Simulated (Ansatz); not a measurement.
Relaxed Cu (fcc, Cu type):

```
Cu
1.0
    3.56378     0.00000     0.00000
    0.00000     3.56378     0.00000
    0.00000     0.00000     3.56378
Cu
4
Cartesian
  0.00000   0.00000   0.00000
  1.78189   1.78189   0.00000
  1.78189   0.00000   1.78189
  0.00000   1.78189   1.78189
```

Level of theory: PBEsol (plane waves to 420 eV, PAW, scalar-relativistic; Ansatz, a first-principles code). k mesh 11×11×11 (Γ-centred), Fermi-Dirac smearing 0.05 eV. With partly filled bands, energies and forces of such displacements shift with the k mesh and the smearing. Cu is run without spin polarisation. Cu was relaxed with its symmetry unable to fall.

One atom of the cell was then moved (with its periodic images), all else fixed, and the forces (eV/Å) came out as:

| atom | Fx | Fy | Fz |
|---|---|---|---|
| Cu1 | 0.198 | -1.283 | 0.000 |
| Cu2 | -1.283 | 0.198 | 0.000 |
| Cu3 | -3.076 | -3.076 | 0.000 |
| Cu4 | 4.161 | 4.161 | 0.000 |

Task: Which atom was moved, and by which vector (Å)?

Result: Cu4, by (-0.35, -0.35, 0.00), 0.50 Å in all.

(For displaced atoms, the force is minus the slope of the energy, and its curvature is a force constant, which sets phonon frequencies.)
